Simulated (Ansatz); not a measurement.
WSe$_{2}$:
```yaml
crystal:
  lattice:
    - [3.27906, 0.00000, 0.00000]
    - [-1.63953, 2.83975, 0.00000]
    - [0.00000, 0.00000, 12.78635]
  atoms:
    - { symbol: W, position: [0.66667, 0.33333, 0.25000] }
    - { symbol: W, position: [0.33333, 0.66667, 0.75000] }
    - { symbol: Se, position: [0.33333, 0.66667, 0.38172] }
    - { symbol: Se, position: [0.66667, 0.33333, 0.61828] }
    - { symbol: Se, position: [0.66667, 0.33333, 0.88172] }
    - { symbol: Se, position: [0.33333, 0.66667, 0.11828] }
```

Tensor components refer to the Cartesian frame of this cell.

### Question
Give the high-frequency dielectric tensor and the Born effective charge tensors of the independent atoms from DFPT, PBE+D3(BJ) in the plane-wave PAW code Ansatz.

### Answer

ε∞:
```
15.5  0.00  0.00
0.00  15.5  0.00
0.00  0.00  8.16
```
Z* of atom 1 (W), rows: field, columns: displacement, in e:
```
-1.24   0.00   0.00
 0.00  -1.24   0.00
 0.00   0.00  -0.83
```
Z* of atom 3 (Se), rows: field, columns: displacement, in e:
```
0.62  0.00  0.00
0.00  0.62  0.00
0.00  0.00  0.42
```

Static charges for comparison (Bader): W1 +1.07, Se3 -0.54 e. Born charges measure polarisation by displacement and can exceed these by far.

Space group P6_3/mmc. The cell was relaxed with PBE+D3(BJ) under the symmetry of its start; phonons on a q-mesh show no instability. No spin polarisation was allowed. Scalar-relativistic: spin–orbit coupling is off unless named, which matters more the heavier the elements.

Potentials: the later of the program's two PAW sets.
